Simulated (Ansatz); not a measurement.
Starting cell, HfO2 (fluorite):

```xyz
6
Lattice="0.0000 5.0981 5.0981 2.5491 2.5491 5.0981 2.5491 2.5491 0.0000" Properties=species:S:1:pos:R:3 pbc="T T T"
Hf     0.0000     0.0000     0.0000
Hf     2.5491     5.0981     2.5491
O      1.2745     1.2745     1.2745
O      1.2745     3.8236     3.8236
O      3.8236     3.8236     3.8236
O      3.8236     6.3727     6.3727
```

A phonon eigenvector at X = (0.5, 0.5, 0.0) is frozen into this cell: atom i moves by Q times the vector below, so Q is the largest atomic displacement, in Å. The cell is held. It is one choice among 2 degenerate patterns. (q is in reciprocal vectors of the primitive cell; the cell shown is doubled to hold the pattern.)

| atom | x | y | z |
|---|---|---|---|
| Hf1 | -0.001 | 0.000 | 0.000 |
| Hf2 | 0.001 | 0.000 | 0.000 |
| O3 | 0.000 | 1.000 | 0.000 |
| O4 | 0.000 | -1.000 | 0.000 |
| O5 | 0.000 | 1.000 | 0.000 |
| O6 | 0.000 | -1.000 | 0.000 |

These are PBE (plane waves to 420 eV, PAW, scalar-relativistic; Ansatz, an electronic-structure program) values and carry that method's errors. k mesh 11×11×11 (Γ-centred), Fermi-Dirac smearing 0.05 eV. Energies are smeared free energies. HfO2 is run without spin polarisation. HfO2 was relaxed with its symmetry unable to fall. Spin-orbit coupling is left out, though Hf is heavy. The PAW data are Ansatz's earlier set. This is a high-temperature form of HfO2. The zero of ΔE is the undisplaced structure.

```tsv
Q (Å)	ΔE (eV/cell)
-0.280	3.260
-0.187	1.323
-0.093	0.312
0.000	0.000
0.093	0.312
0.187	1.323
0.280	3.260
```

**Question.** Which DFPT wavenumber at X = (0.5, 0.5, 0.0) belongs to this mode?
A) 89 cm⁻¹
B) 676 cm⁻¹
C) 547 cm⁻¹
D) 249 cm⁻¹

**Answer.** C, 547 cm⁻¹. The curvature of the scan gives 547 cm⁻¹

(A displaced cell: forces are minus the slopes of the energy, force constants its curvatures, and phonons follow from these.)
